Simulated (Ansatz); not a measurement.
Structures of InCo₂: which is lowest?

Plane-wave DFT in Ansatz with scalar-relativistic PAW potentials, cutoff 420 eV, Γ-centred meshes chosen by cell and gap, Gaussian smearing with energies taken to zero width. Every cell was relaxed (cell and atoms) in a run of its own, within the symmetry of its start. Functional: PBE.

Relaxed structures (starts from databases or built by putting these elements on another compound's sites):
A. I4/mmm, 3 atoms in the computed cell, a = 4.689 Å, c = 4.742 Å; sites (symmetry × multiplicity) In 4/mmm × 2, Co -4m2 × 4; start: built
B. P6/mmm, 3 atoms in the computed cell, a = 4.142 Å, c = 2.897 Å; sites (symmetry × multiplicity) In 6/mmm × 1, Co -6m2 × 2; start: built

Rank them by energy. Could pressure change the order?

| structure | group | E − E(lowest) (meV/atom) | V (Å³/atom) | gap on mesh (eV) |
| --- | --- | --- | --- | --- |
| B | P6/mmm | 0.0 | 14.35 | 0.00 |
| A | I4/mmm | 442 | 17.37 | 0.00 |

B is lowest, 442 meV/atom under A. The lowest is also the densest of these, so pressure wouldn't bring one of the others in at first order. Other structures may lie lower than all of these, and vibrations aren't counted.

Magnetic cells started from one order each; another order can shift an energy by tens of meV per atom.